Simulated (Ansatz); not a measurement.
# Computed properties of ZrRh

ZrRh:
Space group Cmcm (No. 63); a = 3.3600 Å, b = 19.4631 Å, c = 4.3174 Å, α = β = γ = 90.00°

| atom | site | symmetry | x | y | z |
|---|---|---|---|---|---|
| Zr | 4c | m2m | 0.0000 | 0.4385 | 0.2500 |
| Zr | 4c | m2m | 0.0000 | 0.6949 | 0.2500 |
| Rh | 4c | m2m | 0.0000 | 0.0570 | 0.2500 |
| Rh | 4c | m2m | 0.0000 | 0.1683 | 0.7500 |
(The calculation used a cell of 8 atoms; values per cell refer to that cell.)

Space group Cmcm (No. 63); conventional cell a = 3.360 Å, b = 19.463 Å, c = 4.317 Å, α = β = γ = 90.00°.

Method: PBEsol in the plane-wave PAW code Ansatz. Structure relaxed to zero pressure with the same functional. Other levels are named where they apply.

**Cell and energy**

```yaml
volume_per_atom: 17.65 Å³
density: 9.13 g/cm³
Formation energy from the elements (no fitted shifts): -790 meV/atom
```

**Electronic structure**

```yaml
electronic_character: metallic (no gap)
Density of states at the Fermi level: 0.42 states/eV per atom (mean over ±0.08 eV)
Gap with spin–orbit coupling: none (metallic)
```

**Mechanics**

```yaml
Bulk modulus (Birch–Murnaghan fit): 172 GPa
Pressure derivative B′: 3.1
```

**Phonons**

```yaml
highest_zone_centre_frequency: 225 cm^-1
zone_centre_stability: no imaginary mode at Γ
```

The first step of the workflow began from a Materials Project structure, measured or hypothetical; the Crystallography Open Database copy checked does not list it. COD files the formula under space group No. 62, 221. Its standing as an ambient phase is unchecked. Symmetry was held in the PBEsol relaxation. No spin polarisation was allowed. As this level gives no gap, phonon frequencies hold no LO–TO term and depend on the k-mesh and smearing (Fermi–Dirac, 0.1 eV here). Axis ratios of metals converge slowly with the k-mesh, so a and c are less sure than the volume. The references are the lowest solids computed at this level, not always the standard phases. Spin–orbit coupling is left out wherever it is not named.

Potentials: the later of the program's two PAW sets.
